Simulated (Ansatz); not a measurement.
Name crystals whose computed values (LDA (plane waves, PAW; program Ansatz)) fall in these windows: gap (eV) 0.67 to 0.93; ε∞ 4.2 to 5.9.



```json
[
 {"crystal": "ZnO, wurtzite", "gap (eV)": "0.80", "ε∞": "5.09"}
]
```
Others may fit too.

The cell was relaxed under the symmetry of its start.

Potentials: the later of the program's two PAW sets.
